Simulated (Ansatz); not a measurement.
Starting structure of a cell relaxation (symmetry kept):

```cif
data_structure
_symmetry_space_group_name_H-M 'P 1'
_symmetry_Int_Tables_number 1
_cell_length_a 5.2147
_cell_length_b 5.2147
_cell_length_c 5.2147
_cell_angle_alpha 128.964
_cell_angle_beta 128.964
_cell_angle_gamma 75.068
_cell_volume 83.47
loop_
_atom_site_label
_atom_site_type_symbol
_atom_site_fract_x
_atom_site_fract_y
_atom_site_fract_z
_atom_site_occupancy
Ga1 Ga 0.75000 0.25000 0.50000 1
Ga2 Ga 0.25000 0.75000 0.50000 1
Ga3 Ga 0.50000 0.50000 0.00000 1
Sb1 Sb 0.00000 0.00000 0.00000 1
```

All numbers below come from DFT LDA, scalar-relativistic, plane waves, PAW in Ansatz 0.2.0.

Plane waves to 420 eV, a k mesh through Γ of 14×14×14 on the computed 4-atom cell and Gaussian smearing (0.10 eV); no spin polarisation.

Problem. What does it relax to?

Solution. The volume goes down by 0.78 Å³/atom to 20.09 Å³/atom, and the energy falls by 5.2 meV/atom. Final structure:
```cif
data_structure
_symmetry_space_group_name_H-M 'I4/mmm'
_symmetry_Int_Tables_number 139
_cell_length_a 4.4417
_cell_length_b 4.4417
_cell_length_c 8.1464
_cell_angle_alpha 90.000
_cell_angle_beta 90.000
_cell_angle_gamma 90.000
_cell_volume 160.71
loop_
_atom_site_label
_atom_site_type_symbol
_atom_site_symmetry_multiplicity
_atom_site_Wyckoff_symbol
_atom_site_fract_x
_atom_site_fract_y
_atom_site_fract_z
_atom_site_occupancy
Ga1 Ga 4 d 0.00000 0.50000 0.25000 1
Ga2 Ga 2 b 0.50000 0.50000 0.00000 1
Sb1 Sb 2 a 0.00000 0.00000 0.00000 1
```

Course of the relaxation (steps run on the plane waves of an earlier cell, and the basis is chosen afresh near the end, so energy and pressure can step there; trial steps that raised the energy were taken back; energies are free energies):

```json
{"step": "1", "E − E_final (meV/atom)": "5.2", "P (GPa)": "-2.04", "V (Å³/atom)": "20.87"}
{"step": "2", "E − E_final (meV/atom)": "0.2", "P (GPa)": "0.63", "V (Å³/atom)": "19.88"}
{"step": "3", "E − E_final (meV/atom)": "-0.1", "P (GPa)": "-0.04", "V (Å³/atom)": "20.10"}
{"step": "4", "E − E_final (meV/atom)": "-0.2", "P (GPa)": "0.00", "V (Å³/atom)": "20.09"}
{"step": "5", "E − E_final (meV/atom)": "0.0", "P (GPa)": "0.00", "V (Å³/atom)": "20.09"}
```

Cost: 1 run of about 1.5 core-minutes, on Intel Xeon 6975P-C (Granite Rapids) (shared hosts).